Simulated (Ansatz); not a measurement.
Ansatz input file:

```yaml
crystal:
  lattice:
    - [3.2103103542, 0.0, 0.0]
    - [0.0, 3.2103103542, 0.0]
    - [0.0, 0.0, 8.1154343491]
  atoms:
    - { symbol: Ga, position: [0.5, 0.0, 0.9136582377] }
    - { symbol: Ga, position: [0.0, 0.5, 0.0863417623] }
    - { symbol: Si, position: [0.0, 0.5, 0.4155231367] }
    - { symbol: Si, position: [0.5, 0.0, 0.5844768633] }
    - { symbol: Re, position: [0.0, 0.5, 0.7287746583] }
    - { symbol: Re, position: [0.5, 0.0, 0.2712253417] }
basis:
  ecutwfc: 420
kpoints:
  mp_grid: { grid: [12, 12, 6] }
hamiltonian:
  xc: lda
scf:
  occupations: { method: gaussian, width: 0.01 }
output:
  forces: true
  stress: true
  eigenvalues: true
relax:
  adjacent_minimum: "off"
  f_tol: 0.005
  max_steps: 50
  cell: { stress_tol: 0.05 }
```

Command:
```bash
ansatz run input.yaml --threads 1 --pin off --max-ram 2560MiB --backend cpu --events-out ev --progress --plain --runs-dir out
```

Computed with DFT LDA, scalar-relativistic, plane waves, PAW (Ansatz).

From the run's log, abridged:

```
Pseudopotentials: kind: paw
Pseudopotential: Ga, paw, valence charge 13, recommended cutoff 420 eV (normal)
Pseudopotential: Si, paw, valence charge 4, recommended cutoff 420 eV (normal)
Pseudopotential: Re, paw, valence charge 15, recommended cutoff 420 eV (normal)
Functional definition: SPW92
Crystal: 6 atoms, lattice volume = 83.638 Å³
Basis set: ecut = 420 eV, 1643 PW (Γ)
Bands: 39, of which v1, the nominal top of the filled ones, is band 32 counted from 1 (31 counted from 0)
Symmetry: 16 space group operations
Space group: P4/nmm (ITA 129), of the structure as read, at distance tolerance 4.4e-5 Å
k-points: 112 of 864
Initial density: superposition of atomic densities (neutral atoms: chi_scale 0, normalization atom), corrected by the library's trained network
Initial wavefunctions: pseudopotential atomic-orbital guess
Functional: x = slater, c = lda
SCF iter   1: F=—  HF=-29848.657777 eV  |F-HF|=—  |Δ(HF+E_count)|=         —  Δρ=6.82e-3  dr2=3.23e-2  ethr=1.77e-3  ⟨swp⟩=6.6  Hψ=17459  notcnv=0
SCF iter   2: F=—  HF=-29848.652287 eV  |F-HF|=—  |Δ(HF+E_count)|=   5.49e-3  Δρ=3.43e-3  dr2=7.29e-3  ethr=5.04e-5  ⟨swp⟩=2.8  Hψ=8160  notcnv=0  defer=263
SCF iter   3: F=—  HF=-29848.650836 eV  |F-HF|=—  |Δ(HF+E_count)|=   1.45e-3  Δρ=1.23e-3  dr2=6.41e-4  ethr=1.14e-5  ⟨swp⟩=2.0  Hψ=7314  notcnv=0  defer=263
SCF iter   4: F=—  HF=-29848.650470 eV  |F-HF|=—  |Δ(HF+E_count)|=   3.66e-4  Δρ=2.74e-4  dr2=6.11e-5  ethr=1.00e-6  ⟨swp⟩=2.0  Hψ=7265  notcnv=0  defer=263
SCF iter   5: F=—  HF=-29848.650450 eV  |F-HF|=—  |Δ(HF+E_count)|=   1.98e-5  Δρ=7.50e-5  dr2=3.20e-6  ethr=9.54e-8  ⟨swp⟩=2.0  Hψ=6441  notcnv=0  defer=263
SCF iter   6: F=—  HF=-29848.650449 eV  |F-HF|=—  |Δ(HF+E_count)|=   1.13e-6  Δρ=1.41e-5  dr2=1.17e-7  ethr=5.00e-9  ⟨swp⟩=2.9  Hψ=8137  notcnv=0  defer=263
SCF iter   7: F=-29848.650449 eV  HF=-29848.650449 eV  |F-HF|=5.28e-10  |Δ(HF+E_count)|=   1.16e-8  Δρ=2.32e-6  dr2=2.47e-9  ethr=1.56e-10  ⟨swp⟩=8.2  Hψ=17514  notcnv=0
SCF 1 converged in 7 iterations: F = -29848.650449 eV  dr2 = 2.47e-9
relax step   1: F+E_penalty+E_count = -29848.65044861 eV  Δ(F+E_penalty+E_count) = +0.000e0 eV  max|allowed force component| = 1.572e-1 eV/Å  Δτ_max = 0.0000 Å  P = -10.216 GPa  Ω = 83.638 Å³  (7 SCF iters, dr2 threshold 1.00e-7 eV, accepted)
Crystal: 6 atoms, lattice volume = 77.421 Å³
Basis set: ecut = 420 eV, 1499 PW (Γ)
Initial density: handed on by an earlier stage of this run
Initial wavefunctions: those handed on with the density
SCF iter   1: F=—  HF=-29848.747421 eV  |F-HF|=—  |Δ(HF+E_count)|=         —  Δρ=5.31e-3  dr2=3.73e-2  ethr=5.85e-5  ⟨swp⟩=2.2  Hψ=20825  notcnv=0
SCF iter   2: F=—  HF=-29848.740114 eV  |F-HF|=—  |Δ(HF+E_count)|=   7.31e-3  Δρ=2.82e-3  dr2=8.45e-3  ethr=5.83e-5  ⟨swp⟩=2.0  Hψ=5165  notcnv=0
SCF iter   3: F=—  HF=-29848.737633 eV  |F-HF|=—  |Δ(HF+E_count)|=   2.48e-3  Δρ=4.73e-4  dr2=1.69e-4  ethr=1.32e-5  ⟨swp⟩=2.8  Hψ=7182  notcnv=0
SCF iter   4: F=—  HF=-29848.737611 eV  |F-HF|=—  |Δ(HF+E_count)|=   2.21e-5  Δρ=3.56e-4  dr2=4.30e-5  ethr=2.63e-7  ⟨swp⟩=2.0  Hψ=7807  notcnv=0
SCF iter   5: F=—  HF=-29848.737579 eV  |F-HF|=—  |Δ(HF+E_count)|=   3.19e-5  Δρ=7.17e-5  dr2=2.02e-6  ethr=6.72e-8  ⟨swp⟩=2.0  Hψ=6428  notcnv=0
SCF iter   6: F=-29848.737579 eV  HF=-29848.737579 eV  |F-HF|=6.53e-8  |Δ(HF+E_count)|=   5.03e-7  Δρ=1.11e-5  dr2=1.10e-7  ethr=9.37e-10  ⟨swp⟩=5.2  Hψ=18303  notcnv=0
SCF 2 converged in 6 iterations: F = -29848.737579 eV  dr2 = 1.10e-7
relax step   2: F+E_penalty+E_count = -29848.73757879 eV  Δ(F+E_penalty+E_count) = -8.713e-2 eV  max|allowed force component| = 3.231e-1 eV/Å  Δτ_max = 0.0363 Å  P = +6.694 GPa  Ω = 77.421 Å³  energy of the carried Pulay correction = +2.763e-3 eV  (6 SCF iters, dr2 threshold 6.00e-7 eV, accepted)
Crystal: 6 atoms, lattice volume = 79.821 Å³
Basis set: ecut = 420 eV, 1579 PW (Γ)
SCF iter   1: F=—  HF=-29848.791268 eV  |F-HF|=—  |Δ(HF+E_count)|=         —  Δρ=2.97e-3  dr2=2.04e-2  ethr=3.18e-5  ⟨swp⟩=2.1  Hψ=20601  notcnv=0
SCF iter   2: F=—  HF=-29848.788103 eV  |F-HF|=—  |Δ(HF+E_count)|=   3.17e-3  Δρ=1.52e-3  dr2=3.65e-3  ethr=3.18e-5  ⟨swp⟩=2.0  Hψ=5281  notcnv=0
SCF iter   3: F=—  HF=-29848.787279 eV  |F-HF|=—  |Δ(HF+E_count)|=   8.24e-4  Δρ=2.70e-4  dr2=4.97e-5  ethr=5.71e-6  ⟨swp⟩=2.2  Hψ=6227  notcnv=0
SCF iter   4: F=—  HF=-29848.787277 eV  |F-HF|=—  |Δ(HF+E_count)|=   1.12e-6  Δρ=9.93e-5  dr2=4.27e-6  ethr=7.76e-8  ⟨swp⟩=2.0  Hψ=7014  notcnv=0
SCF iter   5: F=—  HF=-29848.787276 eV  |F-HF|=—  |Δ(HF+E_count)|=   1.64e-6  Δρ=2.58e-5  dr2=5.13e-7  ethr=6.67e-9  ⟨swp⟩=2.0  Hψ=6998  notcnv=0
SCF iter   6: F=-29848.787275 eV  HF=-29848.787275 eV  |F-HF|=2.58e-7  |Δ(HF+E_count)|=   7.56e-7  Δρ=1.03e-5  dr2=8.03e-8  ethr=8.02e-10  ⟨swp⟩=5.3  Hψ=17131  notcnv=0
SCF 3 converged in 6 iterations: F = -29848.787275 eV  dr2 = 8.03e-8
relax step   3: F+E_penalty+E_count = -29848.78727479 eV  Δ(F+E_penalty+E_count) = -4.970e-2 eV  max|allowed force component| = 5.561e-2 eV/Å  Δτ_max = 0.0221 Å  P = -0.570 GPa  Ω = 79.821 Å³  energy of the carried Pulay correction = +1.671e-3 eV  (6 SCF iters, dr2 threshold 6.00e-7 eV, accepted)
Crystal: 6 atoms, lattice volume = 79.608 Å³
SCF iter   1: F=—  HF=-29848.788174 eV  |F-HF|=—  |Δ(HF+E_count)|=         —  Δρ=4.52e-4  dr2=4.89e-4  ethr=7.34e-7  ⟨swp⟩=3.5  Hψ=19377  notcnv=0
SCF iter   2: F=—  HF=-29848.788107 eV  |F-HF|=—  |Δ(HF+E_count)|=   6.78e-5  Δρ=2.28e-4  dr2=7.26e-5  ethr=7.34e-7  ⟨swp⟩=1.6  Hψ=4468  notcnv=0
SCF iter   3: F=—  HF=-29848.788092 eV  |F-HF|=—  |Δ(HF+E_count)|=   1.45e-5  Δρ=4.46e-5  dr2=8.69e-7  ethr=1.13e-7  ⟨swp⟩=2.0  Hψ=5281  notcnv=0
SCF iter   4: F=-29848.788091 eV  HF=-29848.788092 eV  |F-HF|=6.00e-7  |Δ(HF+E_count)|=   1.22e-7  Δρ=1.78e-5  dr2=2.10e-7  ethr=1.36e-9  ⟨swp⟩=2.0  Hψ=6990  notcnv=0
SCF iter   5: F=-29848.788092 eV  HF=-29848.788092 eV  |F-HF|=1.15e-9  |Δ(HF+E_count)|=   2.14e-7  Δρ=5.67e-6  dr2=1.09e-8  ethr=3.28e-10  ⟨swp⟩=2.0  Hψ=6914  notcnv=0
SCF iter   6: F=-29848.788092 eV  HF=-29848.788092 eV  |F-HF|=3.71e-10  |Δ(HF+E_count)|=  2.29e-10  Δρ=9.81e-7  dr2=5.46e-10  ethr=1.70e-11  ⟨swp⟩=1.7  Hψ=12887  notcnv=0
SCF 4 converged in 6 iterations: F = -29848.788092 eV  dr2 = 5.46e-10
relax step   4: F+E_penalty+E_count = -29848.78809175 eV  Δ(F+E_penalty+E_count) = -8.170e-4 eV  max|allowed force component| = 1.068e-2 eV/Å  Δτ_max = 0.0032 Å  P = -0.055 GPa  Ω = 79.608 Å³  energy of the carried Pulay correction = +1.767e-3 eV  (6 SCF iters, dr2 threshold 6.00e-7 eV, accepted)
Crystal: 6 atoms, lattice volume = 79.584 Å³
SCF iter   1: F=—  HF=-29848.788145 eV  |F-HF|=—  |Δ(HF+E_count)|=         —  Δρ=1.42e-4  dr2=2.19e-5  ethr=3.22e-8  ⟨swp⟩=2.1  Hψ=19518  notcnv=0
SCF iter   2: F=—  HF=-29848.788141 eV  |F-HF|=—  |Δ(HF+E_count)|=   3.89e-6  Δρ=7.17e-5  dr2=4.24e-6  ethr=3.22e-8  ⟨swp⟩=1.5  Hψ=4481  notcnv=0
SCF iter   3: F=—  HF=-29848.788140 eV  |F-HF|=—  |Δ(HF+E_count)|=   1.15e-6  Δρ=1.12e-5  dr2=1.02e-7  ethr=6.62e-9  ⟨swp⟩=2.5  Hψ=6452  notcnv=0
SCF iter   4: F=-29848.788140 eV  HF=-29848.788140 eV  |F-HF|=1.33e-8  |Δ(HF+E_count)|=   2.60e-8  Δρ=3.60e-6  dr2=5.10e-9  ethr=1.59e-10  ⟨swp⟩=2.0  Hψ=7018  notcnv=0
SCF iter   5: F=-29848.788140 eV  HF=-29848.788140 eV  |F-HF|=2.57e-9  |Δ(HF+E_count)|=   4.33e-9  Δρ=1.18e-6  dr2=1.02e-9  ethr=7.97e-12  ⟨swp⟩=2.0  Hψ=7035  notcnv=0
SCF iter   6: F=-29848.788140 eV  HF=-29848.788140 eV  |F-HF|=7.28e-11  |Δ(HF+E_count)|=  8.37e-10  Δρ=2.95e-7  dr2=5.17e-11  ethr=1.59e-12  ⟨swp⟩=1.8  Hψ=12452  notcnv=0
SCF 5 converged in 6 iterations: F = -29848.788140 eV  dr2 = 5.17e-11
relax step   5: F+E_penalty+E_count = -29848.78814017 eV  Δ(F+E_penalty+E_count) = -4.842e-5 eV  max|allowed force component| = 2.164e-3 eV/Å  Δτ_max = 0.0013 Å  P = +0.005 GPa  Ω = 79.584 Å³  energy of the carried Pulay correction = +1.778e-3 eV  (6 SCF iters, dr2 threshold 7.00e-8 eV, accepted)
Initial wavefunctions: pseudopotential atomic-orbital guess (no wavefunctions were taken with the density)
SCF iter   1: F=—  HF=-29848.786521 eV  |F-HF|=—  |Δ(HF+E_count)|=         —  Δρ=9.06e-5  dr2=9.89e-7  ethr=3.97e-7  ⟨swp⟩=3.0  Hψ=27877  notcnv=0
SCF iter   2: F=—  HF=-29848.786526 eV  |F-HF|=—  |Δ(HF+E_count)|=   5.09e-6  Δρ=5.60e-5  dr2=6.77e-7  ethr=1.54e-9  ⟨swp⟩=2.0  Hψ=7131  notcnv=0
SCF iter   3: F=—  HF=-29848.786526 eV  |F-HF|=—  |Δ(HF+E_count)|=   1.71e-8  Δρ=1.25e-5  dr2=2.19e-8  ethr=1.06e-9  ⟨swp⟩=2.0  Hψ=6013  notcnv=0
SCF iter   4: F=—  HF=-29848.786526 eV  |F-HF|=—  |Δ(HF+E_count)|=   6.48e-8  Δρ=2.30e-6  dr2=2.24e-9  ethr=3.42e-11  ⟨swp⟩=2.1  Hψ=7869  notcnv=0
SCF iter   5: F=—  HF=-29848.786526 eV  |F-HF|=—  |Δ(HF+E_count)|=   2.90e-9  Δρ=5.11e-7  dr2=7.19e-11  ethr=3.51e-12  ⟨swp⟩=2.1  Hψ=7725  notcnv=0
SCF iter   6: F=-29848.786526 eV  HF=-29848.786526 eV  |F-HF|=3.64e-12  |Δ(HF+E_count)|=  1.13e-10  Δρ=7.26e-8  dr2=1.72e-12  ethr=1.00e-12  ⟨swp⟩=4.0  Hψ=14656  notcnv=0
SCF 6 converged in 6 iterations: F = -29848.786526 eV  dr2 = 1.72e-12
SCF converged after 6 iterations
Free energy (F): -29848.786526 eV
Harris-Foulkes:  -29848.786526 eV  (|F-HF|=3.64e-12)
Internal energy: -29848.786526 eV  (E = F + TS)
E sigma→0 (E₀):  -29848.786526 eV
Fermi energy:    17.744240 eV
--- Per-component energies (eV) ---
  E_band       = -126.279049
  E_kinetic    = 1416.015832
  E_local      = -6044.807837  (includes V_loc(G=0)·N_el)
  E_nonlocal   = 1014.987142
  E_hartree    = 2724.896842
  E_xc         = -1058.643429
  E_vxc        = -833.623139  (∫ρ·V_xc dr)
  E_paw        = -21601.174206  (= ΣΔE_a)
  E_vpaw       = -1128.644303  (= ΣTr[D̂ρ^β])
  E_aug_tail   = -0.000401  (compensation charges beyond the density's cutoff)
  E_ewald      = -6304.324243
  E_core_change = 4.263774  (= ΣΔE_core)
  E_smearing   =  0.000000  (= −TS)
--- Forces (eV/Å), atoms counted from 1 ---
  atom   1  Ga     0.00000000     0.00000000    -0.00072822
  atom   2  Ga     0.00000000     0.00000000     0.00072822
  atom   3  Si     0.00000000     0.00000000    -0.00201826
  atom   4  Si     0.00000000     0.00000000     0.00201826
  atom   5  Re     0.00000000     0.00000000     0.00125061
  atom   6  Re     0.00000000     0.00000000    -0.00125061
--- Stress (GPa, compression-positive) ---
       -0.013646       0.000000       0.000000
        0.000000      -0.013646       0.000000
        0.000000       0.000000       0.006028
  P = ⅓ Tr σ = -0.0071 GPa (-0.071 kbar)
--- Band table (eV; the first three rows and the last of 112) ---
  k-point 0: bands = ["-62.1507", "-62.1507", "-24.0551", "-24.0551", "-24.0543", "-24.0543", "-24.0459", "-24.0350", "2.2903", "2.3814", "2.4431", "2.5064", "2.5064", "2.6561", "2.6693", "2.7310", "2.7310", "2.8206", "3.9025", "6.5764", "6.9350", "11.1385", "13.5129", "13.8557", "14.3306", "14.8250", "14.8250", "15.4424", "16.6925", "16.6925", "17.5596", "17.6687", "18.4997", "18.4997", "21.0950", "21.8401", "22.1181", "22.1181", "22.1966"]
  k-point 1: bands = ["-62.1507", "-62.1507", "-24.0551", "-24.0551", "-24.0543", "-24.0543", "-24.0456", "-24.0354", "2.2903", "2.3814", "2.4431", "2.5064", "2.5064", "2.6587", "2.6693", "2.7310", "2.7310", "2.8206", "3.9559", "6.0288", "7.5828", "10.8555", "13.5167", "13.8508", "14.5331", "14.8574", "14.8574", "15.4782", "16.5389", "16.5389", "17.5594", "17.6688", "18.7675", "18.7675", "20.4101", "21.7359", "21.7359", "22.2455", "22.6026"]
  k-point 2: bands = ["-62.1507", "-62.1507", "-24.0551", "-24.0551", "-24.0543", "-24.0543", "-24.0447", "-24.0362", "2.2903", "2.3814", "2.4431", "2.5064", "2.5064", "2.6639", "2.6693", "2.7310", "2.7310", "2.8206", "4.0910", "5.4963", "8.4310", "10.1899", "13.5245", "13.8408", "14.9068", "14.9323", "14.9323", "15.5529", "16.2773", "16.2773", "17.5592", "17.6691", "19.3855", "19.3855", "19.7472", "20.9842", "20.9842", "22.0399", "22.3537"]
  k-point 111: bands = ["-62.1387", "-62.1387", "-24.2114", "-24.2114", "-24.2099", "-24.2099", "-24.0037", "-24.0037", "2.3945", "2.3945", "2.4031", "2.4031", "2.6677", "2.6677", "2.6945", "2.6945", "2.7439", "2.7439", "8.7625", "8.7625", "10.8275", "10.8275", "12.0963", "12.0963", "12.5256", "12.5256", "15.1761", "15.1761", "15.8846", "15.8846", "16.1005", "16.1005", "18.1866", "18.1866", "19.4884", "19.4884", "21.0098", "21.0098", "21.9062"]
--- Relaxed structure (5 steps of the walk, 5 accepted, 1 SCFs on fresh bases) ---
  F+E_penalty+E_count = -29848.78652626 eV   max|allowed force component| = 2.018e-3 eV/Å   (the final SCF, on the basis selected at the relaxed cell)
  cell:  # Å, volume = 79.5841 Å³
    - [3.16095699, 0.0, 0.0]
    - [0.0, 3.16095699, 0.0]
    - [0.0, 0.0, 7.96506456]
  atoms:
    - { symbol: Ga, position: [0.5, 0.0, 0.91515442] }
    - { symbol: Ga, position: [0.0, 0.5, 0.08484557] }
    - { symbol: Si, position: [0.0, 0.5, 0.41470980] }
    - { symbol: Si, position: [0.5, 0.0, 0.58529019] }
    - { symbol: Re, position: [0.0, 0.5, 0.73099061] }
    - { symbol: Re, position: [0.5, 0.0, 0.26900938] }
```

The relaxation met its thresholds.

Time: 92 s on 1 thread of Intel(R) Xeon(R) Platinum 8488C (Sapphire Rapids), with other jobs on the host, peak memory 0.62 GiB.

Spin–orbit coupling is left out, which can shift energies with elements as heavy as these.